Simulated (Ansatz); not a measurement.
Data:

TiAl (CuAu type, space group P4/mmm)

```
TiAl
1.0
    2.82408     0.00000     0.00000
    0.00000     2.82408     0.00000
    0.00000     0.00000     4.07063
Al Ti
1 1
Direct
  0.50000   0.50000   0.50000
  0.00000   0.00000   0.00000
```

E(V) scan at fixed shape, V₀ the volume above. Symmetry pins the atoms to their sites.

Method: PBE (plane waves to 420 eV, PAW, scalar-relativistic; Ansatz, a quantum-chemistry and plane-wave program). k mesh 16×16×12 (Γ-centred), Fermi-Dirac smearing 0.05 eV. Energies are smeared free energies. Compression counts positive. With the shape held, the modulus is that of even scaling; a crystal free to change shape is softer. The PAW data are Ansatz's earlier set. TiAl is run without spin polarisation. TiAl was relaxed with its symmetry unable to fall. The zero of ΔE is the relaxed starting cell.

The scan covers V/V₀ from 0.840 to 1.160 in 9 points.

Problem. What is the fitted pressure derivative B₀′?

Solution. 3.9.

Problem. What bulk modulus at fixed cell shape B₀ follows from a third-order Birch-Murnaghan fit?

Solution. 113 GPa.

(A scan under strain: stresses follow from slopes of the energy per volume, elastic moduli from its curvatures.)
